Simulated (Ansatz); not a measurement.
Input and command of a plane-wave DFT calculation in Ansatz:

```yaml
crystal:
  lattice:
    - [5.1199961699, 0.0, 0.0]
    - [-2.559998085, 4.4340467504, 0.0]
    - [0.0, 0.0, 10.322989813]
  atoms:
    - { symbol: Sb, position: [0.3333333333, 0.6666666667, 0.9786309266] }
    - { symbol: Sb, position: [0.6666666667, 0.3333333333, 0.4786309266] }
    - { symbol: I, position: [0.3333333333, 0.6666666667, 0.4034690734] }
    - { symbol: I, position: [0.6666666667, 0.3333333333, 0.9034690734] }
basis:
  ecutwfc: 420
kpoints:
  mp_grid: { grid: [12, 12, 6] }
hamiltonian:
  xc: pbe
scf:
  occupations: { method: gaussian, width: 0.1 }
output:
  forces: true
  stress: true
  eigenvalues: true
relax:
  adjacent_minimum: "off"
  f_tol: 0.01
  max_steps: 80
  cell: { stress_tol: 0.05 }
```

```bash
ansatz run input.yaml --threads 1 --pin off --max-ram 2560MiB --backend cpu --events-out ev --progress --plain --runs-dir out
```

Processor: Intel(R) Xeon(R) 6975P-C (Granite Rapids), 1 thread, on a host shared with other jobs.

Q: How long does it run, and how much memory does it take?

A: About 4.5 min on 1 thread of Intel(R) Xeon(R) 6975P-C (Granite Rapids), on a shared host, peak memory 0.85 GiB. It solves 39 bands at 76 k points (the mesh reduced by the symmetry that the task leaves, which can be less than the crystal's) with about 4781 plane waves (on the last cell), in 53 SCF iterations over 8 ionic steps.
